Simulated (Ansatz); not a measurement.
The numbers come from plane-wave PAW DFT (Ansatz): r2SCAN, spin-orbit coupling, 500 eV, 6×6×6 Γ-centred k points, gaussian occupations (width 0.0623 eV). Nothing was relaxed.

Computed maps in the lattice plane spanned by a (left to right, 4.63 Å, 14 points from zero) and b (bottom to top, 4.63 Å, 14 points from zero), 90° apart, at height 0.000 along c. The fields are smooth PAW ones with compensation charges, not the true ones near nuclei.

Valence density. Digits on a logarithmic scale: 0 up to 0.03 e/Å³, each further digit a factor of 1.6, 9 from 1.3 e/Å³ up:
```
33346999996433
33335799975333
44333567653334
76533344433356
99753233323579
99964333334699
89974333334799
99964333334699
99753233323579
76533344433356
44333567653334
33335799975333
33346999996433
33347998997433
```

ELF less spin currents. Ten even steps from '0' (0.01) to '9' (0.85):
```
43106984896013
11103899983011
10000378730000
76300011100036
99830122210389
48971267621798
04981278721894
48971267621798
99830122210389
76300011100036
10000378730000
11103899983011
43106984896013
54117940497114
```

Q: The cell is Sr₂Re. Which atoms lie within 0.2 Å of this plane, and where (fractions of a and b)?

A: Sr at (0.50, 0.00), Sr at (0.00, 0.50). The whole cell:
```
Sr Re
1.0
     0.00000    4.62869    0.00000
     4.62869    0.00000    0.00000
     2.31435    2.31435   -8.16720
Sr Re
4 2
Direct
  0.50000 0.00000 0.00000
  0.00000 0.50000 0.00000
  0.32900 0.32900 0.34200
  0.67100 0.67100 0.65800
  0.13800 0.13800 0.72400
  0.86200 0.86200 0.27600
```

The state carries no moments; the state need not be the lowest.

Origin: a known structure type with other elements, at an estimated volume, so it need not be a known compound.
